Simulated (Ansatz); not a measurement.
The computed numbers are results of PBEsol, scalar-relativistic (collinear spin) in the plane-wave PAW code Ansatz at 420 eV, 10×10×10 k-mesh, Gaussian smearing of 0.05 eV. The datasets are Ansatz's generated set soft_2.

The calculation on XS, where X is one element, gave:

```
Space group                                           : F-43m (No. 216)
Conventional cell                                     : a = 5.124 Å, b = 5.124 Å, c = 5.124 Å, α = 90.00°, β = 90.00°, γ = 90.00°
Volume                                                : 16.82 Å³/atom
Band gap                                              : zero (metallic)
Density of states at the Fermi level                  : 0.84 states/(eV·atom)
Magnetic state                                        : non-magnetic (the starting moments died out)
Site spin moments                                     : none
Formation energy from the elements (0 K, uncorrected) : -0.22 eV/atom
Bulk modulus (Birch–Murnaghan)                        : 99 GPa
Pressure derivative B0′                               : 4.6
```

Sites: X on 4a, S on 4d.

Task: Which element is X?
A. Ni
B. Cu
C. Zn
D. Co

Result: B. X is Cu, so the compound is CuS.

The start was a prototype's sites filled with these elements. The Crystallography Open Database lists the compound in space groups Cmcm, P63/mmc, so this is a trial structure.

The starting moments died out; a magnetic state reached from other starts isn't excluded. No antiparallel order was tried, and in such compounds it can hold moments and open a gap where a parallel start collapses.
